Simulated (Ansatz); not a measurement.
## Property card for MoPd

MoPd:
```yaml
crystal:
  lattice:
    - [3.13884, 0.00000, 0.00000]
    - [0.00000, 3.13884, 0.00000]
    - [0.00000, 0.00000, 3.13884]
  atoms:
    - { symbol: Pd, position: [0.00000, 0.00000, 0.00000] }
    - { symbol: Mo, position: [0.50000, 0.50000, 0.50000] }
```

Space group Pm-3m (No. 221), CsCl type; conventional cell a = 3.1388 Å, b = 3.1388 Å, c = 3.1388 Å, α = 90.00°, β = 90.00°, γ = 90.00°.

Method: DFT-r²SCAN in the program Ansatz with PAW potentials. Geometry: relaxed at this level of theory. Other levels are named where they apply.

**Cell and energy**

```json
{
  "volume_per_atom": "15.46 Å³",
  "density": "10.87 g/cm³",
  "Formation energy from the elements (no fitted shifts)": "0.54 eV/atom"
}
```

**Electronic structure**

```json
{
  "electronic_character": "metallic (no gap)",
  "Density of states at the Fermi level": "1.5 states/eV per atom (mean over ±0.08 eV)",
  "Gap with spin–orbit coupling": "none (metallic)"
}
```

**Mechanics**

```json
{
  "Bulk modulus (Birch–Murnaghan fit)": "229 GPa",
  "Pressure derivative B′": "4.7",
  "Elastic constants (relaxed ions, GPa)": "C11 = 65.9, C12 = 311, C44 = 95.8",
  "mechanical_stability": "unstable (C has a negative eigenvalue)"
}
```

**Charges**

```json
{
 "bader_charges": "Pd -0.72, Mo +0.72 e"
}
```

The start of the workflow was typed in or built on a structure type; neither database checked (COD, Materials Project) lists it. Whether it is the stable phase at ambient conditions was not checked. The cell was relaxed with r²SCAN under the symmetry of its start. No spin polarisation was allowed. Its formation energy is positive at this level, so the cell may be metastable or incomplete. As this level gives no gap, shear constants depend on the k-mesh and smearing (Fermi–Dirac, 0.1 eV here). The references are the lowest solids computed at this level, not always the standard phases. Scalar-relativistic: spin–orbit coupling is off unless named, which matters more the heavier the elements.

Potentials: the later of the program's two PAW sets.
